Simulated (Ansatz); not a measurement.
YbB₂Ru₃, a database entry at a rescaled volume

```
Yb B Ru
1.0
     2.77025    4.79822    0.00000
    -2.77025    4.79822    0.00000
     0.00000    0.00000    3.05063
Yb B Ru
1 2 3
Direct
  0.00000 0.00000 0.00000
  0.33330 0.33340 0.00000
  0.66660 0.66670 0.00000
  0.50000 0.50000 0.50000
  0.50000 0.00000 0.50000
  0.00000 0.50000 0.50000
```

Level: r2SCAN, no spin polarisation; 500 eV; 5×5×8 Γ-centred mesh; cold occupations (width 0.2667 eV); Ansatz 0.2.0, fixed geometry.

(1) Is it stable against the elements?

(2) Are the atoms at rest?

(3) How is the charge shared?

(4) What do density and ELF say about some of the short contacts?

(5) Is there a gap?

(6) Is the cell too large or too small?

Origin: a database entry at a rescaled volume. Caveats: no spin polarisation, so a magnetic state may lie lower; wide smearing; f levels without a U or exact exchange are poorly placed.

## Answers

(1) -0.39 eV an atom against the elements' usual phases (free molecules for gases, crystals otherwise, with no correction for O₂ or N₂), so it is bound against them; other compounds may still compete. Relaxing would lower it.

(2) Nearly at rest: the largest force is 0.002 eV/Å.

(3) Bader charges in e: Yb +1.45, B -0.31, Ru -0.28. In the mean Yb gives up most and B takes most.

(4) B–Ru at 2.21 Å: least valence density 0.55 e/Å³ and ELF 0.49 there. Yb–Yb at 3.05 Å: least valence density 0.11 e/Å³ and ELF 0.04 there. Yb–Ru at 3.16 Å: least valence density 0.16 e/Å³ and ELF 0.15 there. Both are smooth PAW fields, read partly inside the augmentation spheres.

(5) It is a metal, with about 12 states/eV a cell as the mean within 0.25 eV of the Fermi level, mostly Yb f (58 %) and Ru d (35 %).

(6) The pressure is -9.4 GPa (compression positive), so with the atoms held at these fractions the cell would first shrink. The principal stresses -11.4, -8.3, -8.3 GPa differ, so its shape would change too.
